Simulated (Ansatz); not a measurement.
Turning moments in Fe

Fe is taken as a test cell of our own (not relaxed), 1 atom in the cell.

```
Fe
1.0
    -1.42550    1.42550    1.42550
     1.42550   -1.42550    1.42550
     1.42550    1.42550   -1.42550
Fe
1
Direct
  0.00000 0.00000 0.00000
```

Numbers behind element symbols give the atom's place in this list.

Level of theory: DFT, PBE, fully relativistic norm-conserving potentials, plane waves, spin-orbit coupling in Ansatz.

- Plane-wave cutoff: 1225 eV
- k-point mesh: 5×5×5 (Γ-centred)
- Occupations: Gaussian smearing, 0.1 eV
- Valence electrons: 16

With one magnetic atom in the cell its copies can only be parallel; orders in a larger cell may lie lower.

The mesh is coarse, so energy differences (and at times their sign) aren't converged.

Spins are non-collinear; moments are vectors (x, y, z) in μB.

Default search: extra SCF cycles where an unstable direction or a doubtful shell filling shows. With a search on, the program may also reshape the start on open shells.

Only this run was made, so its end need not be the lowest state of the cell.

Question: Start Fe1 (0.00, 0.00, 2.20); default search for lower states. What happens?

Answer: It converges in 10 iterations: site vectors not recorded: net moment 2.09 μB, absolute moment 2.23 μB.
